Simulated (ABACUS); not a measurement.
Set-up for a self-consistent single point of SiO₂ (P3_221, 9 atoms in the cell; from Materials Project mp-6930, changed as shown).

```yaml
crystal:
  lattice:
    - [4.90991, 0.00000, 0.00000]
    - [-2.45496, 4.25211, 0.00000]
    - [0.00000, 0.00000, 5.42429]
  atoms:
    - { symbol: Si, position: [0.00000, 0.46880, 0.33333] }
    - { symbol: Si, position: [0.53120, 0.53120, 0.00000] }
    - { symbol: Si, position: [0.46880, 0.00000, 0.66667] }
    - { symbol: O, position: [0.14454, 0.73144, 0.54782] }
    - { symbol: O, position: [0.26856, 0.41310, 0.21449] }
    - { symbol: O, position: [0.58690, 0.85546, 0.88115] }
    - { symbol: O, position: [0.73144, 0.14454, 0.45218] }
    - { symbol: O, position: [0.41310, 0.26856, 0.78551] }
    - { symbol: O, position: [0.85546, 0.58690, 0.11885] }
```

All values come from this method and carry its errors: LDA (PW92), numerical atomic orbitals TZDP (confined pseudo-atomic orbitals with Gaussian additions; energy shift 0.01 Ry), PseudoDojo 0.4 standard norm-conserving LDA (tails mended) pseudopotentials in ABACUS.

ABACUS settings:

- basis = TZDP numerical atomic orbitals, energy shift 0.01 Ry
- KPT = Gamma 4 4 3 0 0 0
- basis_type = lcao
- dft_functional = PWLDA
- ecutwfc = 100 Ry
- smearing_method = fixed
- potentials = PseudoDojo 0.4 standard norm-conserving LDA (tails mended)
- symmetry = 1
- symmetry_prec = 1e-05
- ks_solver = genelpa
- scf_nmax = 100
- scf_thr = 1.0e-06
- mixing_type = broyden
- mixing_beta = 0.4

Results:

- Number of valence electrons: 48
- Number of bands: 34
- Number of k-points after the program's reduction: 9
- Size of the basis: 198
- Number of SCF iterations: 10
- Free energy E − TS: -3054.2272 eV
- Pressure: -1.91 GPa

Stress (GPa, positive for compression):
```
-1.80   0.00   0.00
 0.00  -1.80   0.00
 0.00   0.00  -2.13
```

For comparison: a first run was changed to give this one (volume scaled by 0.99), and from it to this one the free energy falls by 2.3 meV/atom and the pressure goes from -3.79 to -1.91 GPa.

The atom-centred basis is finite, which shifts total energies and pressures against plane waves. The structure comes from a collection of computed structures, made at another level of theory; the collection holds predicted forms beside known ones. Its lattice was then scaled.

Cost on one core: about 19 core-seconds (a rough figure).

The atomic orbitals were generated for these runs; they are not ABACUS's published sets and were checked against plane waves on a few crystals only.

“Tails mended”: in these copies of the files the far tail of each local potential was reset to the Coulomb form.
